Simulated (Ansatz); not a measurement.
## Computed properties of NbH

```
CELL_PARAMETERS angstrom
1.84537 -2.39320 0.00000
1.84537 2.39320 0.00000
0.00000 0.00000 4.80423
ATOMIC_POSITIONS crystal
Nb 0.75000 0.25000 0.26884
Nb 0.25000 0.75000 0.73116
H 0.25000 0.25000 0.00000
H 0.75000 0.75000 0.00000
```

Atoms are numbered in the order listed.

The cell is the one relaxed in the Materials Project (mp-1206371), not relaxed further here; entries there can be hypothetical.

Methods: DFT, LDA, all-electron LAPW, scalar-relativistic (Ansatz 0.2.0); DFT, LDA, PAW with Ansatz's default frozen-core files, scalar-relativistic (Ansatz 0.2.0).

For LAPW: a Γ-centred 11×11×7 k mesh, Fermi–Dirac smearing of 0.03 eV, basis error target 1 meV/atom, no spin polarisation. PAW takes a cutoff of 420 eV at this cell (files made with PBE, cores remade for this functional). The Ansatz runs share mesh, smearing and spin set-up. Values come from LAPW unless marked.

```json
{"Pressure at this cell": "-9.97 GPa", "Band gap": "none: bands cross the Fermi level, a metal", "Stress xx, yy, zz (compression positive)": "-10.03, -9.73, -10.15 GPa", "Largest force": "0.027 eV/Å on Nb2", "Density of states at the Fermi level (0.2 eV bin)": "0.79 states/eV per cell", "Löwdin charges (with 0.11 e of the cell spilling out of the atomic basis, so their sizes and signs hang on that basis)": "Nb1 0.16, H3 -0.10 e", "Bader charges (from the PAW run)": "Nb1 +0.52, H3 -0.52 e", "Volume per atom": "10.61 Å³"}
```
